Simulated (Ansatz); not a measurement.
The relaxation started from an entry of Materials Project.

The end point of a relaxation of Rb$_{3}$Sn$_{4}$Au. Space group Pmmn (No. 59). Calculation: r2SCAN (plane waves to 500 eV, PAW, scalar-relativistic; Ansatz, a quantum-chemistry and plane-wave program).

```cif
data_Au2Rb6Sn8
_chemical_formula_sum 'Rb6 Sn8 Au2'
_space_group_name_H-M_alt 'Pmmn :1'
_space_group_IT_number 59
_space_group_name_Hall 'P 2 2ab -1ab'
_cell_length_a 7.24260
_cell_length_b 13.23960
_cell_length_c 6.62457
_cell_angle_alpha 90.000
_cell_angle_beta 90.000
_cell_angle_gamma 90.000
loop_
_space_group_symop_operation_xyz
  'x, y, z'
  '-x, -y, z'
  'x+1/2, -y+1/2, -z'
  '-x+1/2, y+1/2, -z'
  '-x+1/2, -y+1/2, -z'
  'x+1/2, y+1/2, -z'
  '-x, y, z'
  'x, -y, z'
loop_
_atom_site_label
_atom_site_type_symbol
_atom_site_symmetry_multiplicity
_atom_site_Wyckoff_symbol
_atom_site_fract_x
_atom_site_fract_y
_atom_site_fract_z
_atom_site_occupancy
Rb1 Rb 2 a 0.00000 0.00000 0.55685 1
Rb2 Rb 4 e 0.00000 0.24292 0.16939 1
Sn1 Sn 4 e 0.50000 0.11694 0.33385 1
Sn2 Sn 4 f 0.28489 0.00000 0.03908 1
Au1 Au 2 b 0.00000 0.50000 0.31387 1
```

**Question.** Predict the band gap from r2SCAN.

**Answer.** 0.78 eV, indirect (valence top at R, conduction bottom at S) (no spin-orbit coupling).

**Question.** Predict the smallest direct gap from r2SCAN.

**Answer.** 1.01 eV at Γ.

No spin polarisation in the result. Spin-orbit coupling is missing; with elements this heavy it can move band edges by tenths of an eV or more.

The run could not lose the symmetry of its start.
